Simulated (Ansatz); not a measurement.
AlNi:
```
AlNi
1.0
    2.83227     0.00000     0.00000
    0.00000     2.83227     0.00000
    0.00000     0.00000     2.83227
Al Ni
1 1
Direct
  0.50000   0.50000   0.50000
  0.00000   0.00000   0.00000
```

Relaxed with LDA. Special points in fractions of this cell's reciprocal vectors: Γ (0.000, 0.000, 0.000); X (0.000, 0.500, 0.000); M (0.500, 0.500, 0.000); R (0.500, 0.500, 0.500).

Problem. List the band energies nearest the Fermi level at these points for plane-wave PAW LDA (Ansatz code).

Solution. In eV from the Fermi level; about four levels below and three above (degenerate sets whole), none deeper than 8.9 eV; points with the same levels are listed once.

| k | below | above |
|---|---|---|
| Γ | -3.48 -3.48 -1.64 -1.64 -1.64 | 5.69 5.69 5.69 |
| X | -2.39 -2.39 -1.54 -0.66 | 8.39 10.19 10.19 |
| M | -2.96 -2.96 -2.22 -2.22 -1.06 | 1.55 2.77 12.72 |
| R | -4.34 -4.34 -4.34 -1.03 -1.03 | 1.97 1.97 1.97 |

Space group Pm-3m (CsCl type). The cell was relaxed with LDA under the symmetry of its start; of distortions, only those at the zone centre were tested. The run is not spin-polarised.

Potentials: the earlier of the program's two PAW sets.
